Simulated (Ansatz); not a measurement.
# Axial (c/a) deformation path in H

Computed with Ansatz 0.2.0, DFT LDA, scalar-relativistic, plane waves, PAW. The runs took a 420 eV cutoff, a Γ-centred 10×10×4 mesh and Gaussian smearing (0.05 eV). No spin polarisation. Energies are free energies at this smearing, counted from the undisturbed cell; pressure is positive in compression.

The undisturbed cell (as given, not relaxed at this level; it stands at 0.9 GPa, and it needn't be the usual structure):

```
CELL_PARAMETERS angstrom
1.64853 -2.73169 0.00000
1.64853 2.73169 0.00000
0.00000 0.00000 6.31377
ATOMIC_POSITIONS crystal
H 0.56781 0.43219 0.99951
H 0.43219 0.56781 0.00049
H 0.43219 0.56781 0.49951
H 0.56781 0.43219 0.50049
```

The cell holds molecules and no dispersion correction was added, so their binding is poorly described.

At fixed volume and fractional coordinates, lengths along (0.000, 0.000, 1.000) are scaled against those across it; ρ is that ratio over its starting value.

```
    ρ  ΔE (meV/atom)
0.800            7.5
0.850           -0.9
0.920           -4.5
0.960           -3.3
1.000            0.0
1.050            6.5
1.100           15.3
1.200           38.8
1.300           68.7
```

Task: Predict the gap on the mesh (eV) at each point.

Result:
```
    ρ  gap on the mesh (eV)
0.800                  6.62
0.850                  6.98
0.920                  7.40
0.960                  7.61
1.000                  7.80
1.050                  8.01
1.100                  8.21
1.200                  8.55
1.300                  8.50
```